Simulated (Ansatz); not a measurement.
**Data sheet: C (DFT)**

C:
```
C
1.0
    6.84537     0.00000     0.00000
   -3.42268     5.92826     0.00000
    0.00000     0.00000     6.71935
C
24
Direct
  0.54000   0.66658   0.75000
  0.74482   0.66673   0.75000
  0.54000   0.87342   0.75000
  0.74482   0.07809   0.75000
  0.33342   0.87342   0.75000
  0.33327   0.07809   0.75000
  0.12658   0.66658   0.75000
  0.92191   0.66673   0.75000
  0.12658   0.46000   0.75000
  0.92191   0.25518   0.75000
  0.33342   0.46000   0.75000
  0.33327   0.25518   0.75000
  0.87342   0.33342   0.25000
  0.07809   0.33327   0.25000
  0.87342   0.54000   0.25000
  0.07809   0.74482   0.25000
  0.66658   0.54000   0.25000
  0.66673   0.74482   0.25000
  0.46000   0.33342   0.25000
  0.25518   0.33327   0.25000
  0.46000   0.12658   0.25000
  0.25518   0.92191   0.25000
  0.66658   0.12658   0.25000
  0.66673   0.92191   0.25000
```

Space group P6_3/mmc (No. 194); conventional cell a = b = 6.8454 Å, c = 6.7193 Å, α = β = 90.00°, γ = 120.00°.

Method: r²SCAN+D4 (plane waves, PAW; program Ansatz). The cell and atoms are relaxed at this level. Other levels are named where they apply.

Cell and energy:

| Quantity | Result |
|---|---|
| Volume per atom | 11.36 Å³ |
| Density | 1.76 g/cm³ |

Electronic structure:

| Item | Value |
|---|---|
| Band gap | 0.26 eV (smallest direct gap 0.27 eV) |
| Valence-band maximum | at M |
| Conduction-band minimum | on the L–M line, 58 % of the way from L (6 equivalent valleys) |
| Electron effective mass | 0.040, 0.76, 3.3 mₑ (principal values) |
| Hole effective mass | 0.042, 0.37, 9.1 mₑ (principal values) |
| HSE06 gap on the r²SCAN+D4 cell | 0.63 eV |

Mechanics:

| Item | Value |
|---|---|
| Bulk modulus (Birch–Murnaghan fit) | 23.8 GPa |
| Pressure derivative B′ | 10.8 |
| Elastic constants (relaxed ions, GPa) | C11 = 628, C12 = 262, C13 = -2.9, C33 = 25.3, C44 = 1.4 |
| Mechanical stability | marginal (the smallest eigenvalue of C is near zero) |

The start of the workflow was typed in or built on a structure type. Its sites differ from those of the usual phase in this space group: another stacking or structure type. The cell was relaxed with r²SCAN+D4 under the symmetry of its start; its stability against distortions is not shown here.

Potentials: the later of the program's two PAW sets.
